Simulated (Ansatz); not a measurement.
This run works on a generated trial structure, not on a known crystal.

Input and command of a plane-wave DFT calculation in Ansatz:

```yaml
crystal:
  lattice:
    - [4.0054294893, 0.0, 0.0]
    - [0.0, 4.0054294893, 0.0]
    - [0.0, 0.0, 5.589606357]
  atoms:
    - { symbol: Ca, position: [0.0, 0.0, 0.5] }
    - { symbol: Ca, position: [0.5, 0.5, 0.5] }
    - { symbol: Al, position: [0.5, 0.5, 0.0] }
    - { symbol: O, position: [0.0, 0.5, 0.0] }
    - { symbol: O, position: [0.5, 0.0, 0.0] }
basis:
  ecutwfc: 420
kpoints:
  mp_grid: { grid: [10, 10, 8] }
hamiltonian:
  xc: pbe
scf:
  occupations: { method: gaussian, width: 0.1 }
output:
  forces: true
  stress: true
  eigenvalues: true
  write_density: true
  write_potential: true
  elf: true
  volumetric_format: npy
relax:
  adjacent_minimum: "off"
  f_tol: 0.01
  max_steps: 80
  cell: { stress_tol: 0.05 }
```

```bash
ansatz run input.yaml --threads 1 --pin off --max-ram 2560MiB --backend cpu --events-out ev --progress --plain --runs-dir out
```

Processor: Arm Neoverse V1, 1 thread, on a host shared with other jobs.

Question: Estimate time, memory and problem size.

Answer: About 72 s, peak memory 0.45 GiB. It solves 23 bands at 105 k points (after reduction by symmetry) with about 1771 plane waves (on the last cell), in 32 SCF iterations over 5 ionic steps.
